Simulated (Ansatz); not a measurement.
Relaxed-ion elastic tensor of NaF (rock salt, space group No. 225) in GPa (Voigt order), LDA in the plane-wave PAW code Ansatz; density 3.06 g/cm³, 11.41 Å³ per atom.

|  | 1 | 2 | 3 | 4 | 5 | 6 |
|---|---|---|---|---|---|---|
| 1 | 134 | 24.9 | 24.9 | 0.0 | 0.0 | 0.0 |
| 2 | 24.9 | 134 | 24.9 | 0.0 | 0.0 | 0.0 |
| 3 | 24.9 | 24.9 | 134 | 0.0 | 0.0 | 0.0 |
| 4 | 0.0 | 0.0 | 0.0 | 29.1 | 0.0 | 0.0 |
| 5 | 0.0 | 0.0 | 0.0 | 0.0 | 29.1 | 0.0 |
| 6 | 0.0 | 0.0 | 0.0 | 0.0 | 0.0 | 29.1 |

### Question
Is the crystal mechanically stable?

### Answer
Yes: the smallest eigenvalue of C is 29.1 GPa.

### Question
Work out the Voigt, Reuss and Hill averages.

### Answer
K_V = 61.1, K_R = 61.1, K_H = 61.1; G_V = 39.2, G_R = 35.7, G_H = 37.5 GPa.

### Question
Give Young's modulus, Poisson's ratio, Pugh's ratio and the universal anisotropy index.

### Answer
E = 9KG/(3K + G) = 93.3 GPa; ν = 0.25; K/G = 1.63 (brittle by the Pugh limit of 1.75); A_U = 5G_V/G_R + K_V/K_R − 6 = 0.48.

### Question
Estimate the sound speeds and the Debye temperature.

### Answer
v_l = √((K + 4G/3)/ρ) = 6030 m/s, v_t = √(G/ρ) = 3500 m/s, mean 3890 m/s; Θ = (h/k)(3n/4πV)^(1/3) v_m = 514 K.

### Question
Give the Zener ratio and Young's modulus along [100], [110] and [111].

### Answer
A = 2C44/(C11 − C12) = 0.54; 1/E = S11 − 2(S11 − S12 − S44/2)Γ with Γ = 0, 1/4, 1/3 gives 126, 83.7, 75.3 GPa.

### Question
Solve the Christoffel equation for the three sound speeds along [100], [110], [111].

### Answer
Eigenvalues of C_ijkl n_j n_l equal ρv². In km/s, slowest first: [100] 3.09, 3.09, 6.61; [110] 3.09, 4.22, 5.95; [111] 3.88, 3.88, 5.72.

Space group Fm-3m (rock salt). The cell was relaxed with LDA under the symmetry of its start.

Potentials: the earlier of the program's two PAW sets. The files were generated under PBE; for other functionals the program regenerates the frozen cores, and for LDA and PBEsol the local potential too.
